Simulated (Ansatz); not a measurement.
The relaxed structure here is a generated cell of Y2Ge: the first start was made by placing the elements on the sites of a structure type, and the end was not matched to a known phase here, so it may be hypothetical.

The start is a generated trial cell of Y2Ge in the AFLOW prototype A2B_oF24_70_e_a (C54, as in TiSi2). The cell and all atomic positions are relaxed at zero pressure with r2SCAN (plane waves to 500 eV, PAW, scalar-relativistic; Ansatz, a first-principles code). First-step values are on the input's coarse k-mesh.

Ansatz input (later rounds restart from its end on a renewed k-mesh):
Ansatz 0.2 input:
```yaml
crystal:
  lattice:
    - [0, 5.0590511, 5.2324777]
    - [2.9373595, 0, 5.2324777]
    - [2.9373595, 5.0590511, 0]
  atoms:
    - { symbol: Y, position: [0.6635, 0.3365, 0.6635] }
    - { symbol: Y, position: [0.3365, 0.6635, 0.3365] }
    - { symbol: Y, position: [0.5865, 0.9135, 0.5865] }
    - { symbol: Y, position: [0.9135, 0.5865, 0.9135] }
    - { symbol: Ge, position: [0, 0, 0] }
    - { symbol: Ge, position: [0.25, 0.25, 0.25] }
basis: { ecutwfc: 500, ecutrho_ratio: 4, xc_grid: 4, fft_grid_basis: typed }
kpoints: { mp_grid: { grid: [5, 5, 5] } }
hamiltonian:
  xc: r2scan
  dispersion: none
  pseudopotentials: { kind: paw }
scf: { occupations: { method: fermi_dirac, width: 0.05 } }
relax: { f_tol: 0.01, max_steps: 100, cell: { stress_tol: 0.02 } }
output: { forces: true, stress: true }
```

```yaml
largest_initial_force: about 0.9 eV/Å, on Y1, Y2, Y3, Y4 (atoms numbered as listed)
energy_released: 0.12 eV/atom
volume_change: -5.7 %, from 25.92 to 24.45 Å³/atom
optimiser_moves: 8
```

Relaxed structure:

Space group Fddd, origin choice 1 (No. 70); a = 5.656 Å, b = 9.422 Å, c = 11.011 Å, α = 90.00°, β = 90.00°, γ = 90.00°

```
atom  site  symmetry       x       y       z
----  ----  --------  ------  ------  ------
Y      16f       .2.  0.0000  0.3188  0.0000
Ge      8a       222  0.0000  0.0000  0.0000
```
(The calculation used a cell of 6 atoms; values per cell refer to that cell.)

Final values are on a 11×11×11 k-mesh of the relaxed cell. No spin polarisation in the result.

The run could not lose the symmetry of its start, so the end can be a saddle point.
